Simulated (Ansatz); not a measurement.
Relaxed-ion elastic tensor of Ni3SnN (anti-perovskite, space group No. 221) in GPa (Voigt order), PBEsol in the plane-wave PAW code Ansatz; density 9.00 g/cm³, 11.40 Å³ per atom.

```csv
,1,2,3,4,5,6
1,300,150,150,0.0,0.0,0.0
2,150,300,150,0.0,0.0,0.0
3,150,150,300,0.0,0.0,0.0
4,0.0,0.0,0.0,39.7,0.0,0.0
5,0.0,0.0,0.0,0.0,39.7,0.0
6,0.0,0.0,0.0,0.0,0.0,39.7
```

**Question.** Is the crystal mechanically stable?

**Answer.** Yes: the smallest eigenvalue of C is 39.7 GPa.

**Question.** Work out the Voigt, Reuss and Hill averages.

**Answer.** K_V = 200, K_R = 200, K_H = 200; G_V = 53.8, G_R = 48.9, G_H = 51.3 GPa.

**Question.** Give Young's modulus, Poisson's ratio, Pugh's ratio and the universal anisotropy index.

**Answer.** E = 9KG/(3K + G) = 142 GPa; ν = 0.38; K/G = 3.89 (ductile by the Pugh limit of 1.75); A_U = 5G_V/G_R + K_V/K_R − 6 = 0.50.

**Question.** Estimate the sound speeds and the Debye temperature.

**Answer.** v_l = √((K + 4G/3)/ρ) = 5460 m/s, v_t = √(G/ρ) = 2390 m/s, mean 2700 m/s; Θ = (h/k)(3n/4πV)^(1/3) v_m = 357 K.

**Question.** Give the Zener ratio and Young's modulus along [100], [110] and [111].

**Answer.** A = 2C44/(C11 − C12) = 0.53; 1/E = S11 − 2(S11 − S12 − S44/2)Γ with Γ = 0, 1/4, 1/3 gives 200, 125, 112 GPa.

**Question.** Solve the Christoffel equation for the three sound speeds along [100], [110], [111].

**Answer.** Eigenvalues of C_ijkl n_j n_l equal ρv². In km/s, slowest first: [100] 2.10, 2.10, 5.77; [110] 2.10, 2.89, 5.42; [111] 2.65, 2.65, 5.30.

Space group Pm-3m (anti-perovskite). The workflow started from a Materials Project entry (that database holds measured and hypothetical structures alike); the Crystallography Open Database copy checked does not list it. Whether it is the stable phase at ambient conditions was not checked. The PBEsol relaxation kept the symmetry of its start. At this level the phase is dynamically unstable (imaginary phonons). The run is not spin-polarised. With an odd number of electrons in the cell and no spin polarisation, the count alone makes it a metal. As this level gives no gap, shear constants depend on the k-mesh and smearing (Fermi–Dirac, 0.1 eV here). On the denser mesh and wider smearing of the elastic run this cell carries a stress of 0.4 GPa. Spin–orbit coupling is left out wherever it is not named.

Potentials: the later of the program's two PAW sets.
